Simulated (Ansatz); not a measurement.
Ansatz input

```yaml
crystal:
  lattice:
    - [0.0, 2.7709916884, 2.7709916884]
    - [2.7709916884, 0.0, 2.7709916884]
    - [2.7709916884, 2.7709916884, 0.0]
  atoms:
    - { symbol: Pd, position: [1.0, 0.0, 0.0], spin: 0.5 }
    - { symbol: Pd, position: [0.5, 0.5, 0.5], spin: -0.5 }
hamiltonian:
  xc: blyp
  pseudopotentials:
    kind: paw
    azcp:
      Pd: "pseudopotentials/Pd.paw.azcp"
basis:
  ecutwfc: 420
  fft_grid_basis: typed
kpoints:
  mp_grid: { grid: [12, 12, 12], shift: [0, 0, 0] }
magnetization:
  spin_polarized: true
scf:
  occupations: { method: fermi_dirac, width: 0.05 }
  lower_state_search: "off"
output:
  stress: true
  write_density: true
  write_potential: true
  elf: true
  volumetric_format: npy
```

Output

```
Engine: ansatz 0.2.0, aarch64-unknown-linux-gnu
Pseudopotentials: kind: paw
Pseudopotential: Pd, paw, valence charge 18, recommended cutoff 420 eV (normal) 
Functional definition: BLYP
  parameter beta = 0.0042
  parameter a = 0.04918
  parameter b = 0.132
  parameter c = 0.2533
  parameter d = 0.349
  exchange = b88_x(beta = beta)
  correlation = lyp_c(a = a, b = b, c = c, d = d)
Crystal: 2 atoms, lattice volume = 42.554 Å³
Basis set: ecut = 420 eV, 869 PW (Γ), exchange–correlation on 54×54×54 points (8 copies of the dense FFT grid, shifted against one another)
Bands: 23, of which v1, the nominal top of the filled ones, is band 18 counted from 1 (17 counted from 0)
Symmetry: 48 space group operations
Space group: Fm-3m (ITA 225), of the structure as read, at distance tolerance 3.5e-5 Å
Magnetic group: BNS 225.121 (UNI 1623), of the structure as read, at distance tolerance 3.5e-5 Å
k-points: 72 of 1728
Non-local potential: Pd, projectors of the file, l = 0: 2, l = 1: 2, l = 2: 2, l = 3: 1
PAW form: soft (Blöchl's): semilocal exchange-correlation on the pseudo side does not see the compensation charge
PAW frozen core: Pd, regenerated for the run's functional, and the local potential with it (the file was generated under x = pbe(κ = 0.804, μ = 0.2195149727645171), c = pbe(β = 0.06672455060314922))
PAW one-centre angular grid: Pd, 590 points (default); XC on 64 Gauss nodes
Initial density: superposition of atomic densities (chi_scale 0.1, normalization cell)
Starting moments: Σ|m| = 1 μB on 2 of 2 sites
Starting magnetic order: antiferromagnet; a translation exchanges its spin sublattices: spin-degenerate at every k-point
Initial wavefunctions: pseudopotential atomic-orbital guess
Functional: x = b88, c = lyp
the translation (0.5, 0.5, 0.5) carries every atom to within crystal.symmetry.tolerance of an atom of its element with the starting moment reversed, but both spin channels are solved: the dense FFT box has an odd point count along it
SCF iter   1: F=—  HF=-13976.292756 eV  |F-HF|=—  |Δ(HF+E_count)|=         —  Δρ=6.88e-2 (↑6.88e-2 ↓6.88e-2)  dr2=8.12e0  dr2_m=1.91e-1  M=-0.000 μB ∫|m|=0.283 μB  β_m=0.30  ethr=3.10e-3  ⟨swp⟩=5.5  Hψ=13319  notcnv=0
...
WARN: the starting moments were not kept: the SCF closed with an absolute magnetisation of 1.7e-6 μB, where they sum to 1 μB in size (2 sites). That is at most 0.1 of that sum. Measured as dr2_m measures the in/out step, that magnetisation stands 9.5e-13 eV from none, at or under the dr2_threshold of 1.0e-7 eV: it is no larger than a step whose dr2_m would equal this threshold. The system may hold no moment; this SCF shows only that its start led to no more than that. To try another start: raise the starting moments (crystal.atoms[].spin, magnetization.per_species, magnetization.initial_magnetization, or on a non-collinear deck that types none of these the spinor_matrix: blocks that start its atoms; where the total moment is fixed, keep their sum and leave initial_magnetization as it is; typed ones take the place of any that the run laid by itself, positive ones on a crystal's lanthanoids without a Hubbard term where scf.initial_density.shell_occupations: [] is typed) or, if the notice of its spin-set hold's release reads "site moments contracting" or "site moments show no strong build", lengthen the hold (scf.mixing.spin_hold: { on: { confirm: 4 } }; for m-r²SCAN on two components see the key's manual first). Each may lead to a state that holds a moment. A second SCF, from the converged charge density, with the starting moments and any scf.initial_density.shell_occupations laid on it anew, would have followed, and was not run: the deck does not ask for one (magnetization.retry_lost_moments is false, the default). To let it run, set magnetization.retry_lost_moments: true and run the deck again, where that key's refused combinations let it; where memory then withholds it, that run's warning says so.
SCF 1 converged in 15 iterations: F = -13974.425422 eV  dr2 = 9.18e-10
SCF converged after 15 iterations
Magnetization: -0.0000 μB (18.0000 up, 18.0000 down)
Absolute magnetization: 0.0000 μB (∫|ρ↑−ρ↓|, with the PAW one-centre terms)
Spin contamination: 0.0000 ħ² per cell (⟨S²⟩ above its minimum at these occupations)
Per-site moments (μB) at R_I (Å): [(-7.732920612101284e-7, 1.143034071465), (7.581780009876457e-7, 1.143034071465)]
Free energy (F): -13974.425422 eV
Harris-Foulkes:  -13974.425422 eV  (|F-HF|=7.77e-10)
Internal energy: -13974.398278 eV  (E = F + TS)
E sigma→0 (E₀):  -13974.411850 eV
Entropy (-TS):   -0.027143 eV (-13.572 meV/atom)
Fermi energy:    12.354669 eV
--- Per-component energies (eV) ---
  E_band       = -512.843858
  E_kinetic    = 1025.131853
  E_local      = -4676.222611  (includes V_loc(G=0)·N_el)
  E_nonlocal   = 433.344885
  E_hartree    = 1886.310570
  E_xc         = -328.817761
  E_vxc        = -411.232520  (∫ρ·V_xc dr)
  E_paw        = -7537.195909  (= ΣΔE_a)
  E_vpaw       = -656.486902  (= ΣTr[D̂ρ^β])
  E_aug_tail   = 0.000431  (compensation charges beyond the density's cutoff)
  E_ewald      = -4777.123392
  E_core_change = 0.173656  (= ΣΔE_core)
  E_smearing   = -0.027143  (= −TS)
  E_closure    = -0.000000  (closes the sum)
  Σ components = -13974.425422   (vs F -13974.425422, Δ=0.00e0)
--- Stress (GPa, compression-positive) ---
       -8.196325      -0.000000      -0.000000
        0.000000      -8.196325       0.000000
       -0.000000       0.000000      -8.196325
  P = ⅓ Tr σ = -8.1963 GPa (-81.963 kbar)
--- Band table (eV; the first three rows and the last of 144) ---
  k-point 0 ↑: bands = ["-71.0467", "-70.9972", "-36.8260", "-36.8260", "-36.8260", "-36.6636", "-36.6636", "-36.6636", "7.6147", "8.9320", "8.9320", "9.4889", "9.4889", "9.4889", "12.3089", "12.3089", "12.3089", "13.2411", "13.2411", "22.2390", "22.2390", "22.2390", "23.9959"]
  k-point 1 ↑: bands = ["-71.0459", "-70.9981", "-36.8235", "-36.8233", "-36.8233", "-36.6667", "-36.6664", "-36.6664", "7.7327", "8.9805", "8.9805", "9.5016", "9.5390", "9.5390", "12.2610", "12.2702", "12.2702", "13.1217", "13.1217", "21.4350", "22.3290", "22.3290", "24.0455"]
  k-point 2 ↑: bands = ["-71.0434", "-71.0005", "-36.8163", "-36.8154", "-36.8154", "-36.6757", "-36.6748", "-36.6748", "8.0795", "9.1251", "9.1251", "9.5435", "9.6855", "9.6855", "12.1300", "12.1544", "12.1544", "12.7923", "12.7923", "19.7150", "22.5686", "22.5686", "24.2721"]
  k-point 71 ↓: bands = ["-71.0218", "-71.0217", "-36.8564", "-36.8564", "-36.7471", "-36.7471", "-36.6392", "-36.6392", "9.5031", "9.5031", "9.7293", "9.7293", "10.9684", "10.9684", "11.2822", "11.2822", "11.8737", "11.8737", "15.6475", "15.6475", "16.5703", "16.5703", "26.7225"]
```

Launched by

```sh
ansatz run input.yaml --threads 2 --pin off --max-ram 5120MiB --backend cpu --events-out ev --progress --plain --runs-dir out
```

On 2 threads of Arm Neoverse V2 (shared host) this took about 6.2 s of wall time and 12 s of CPU time.
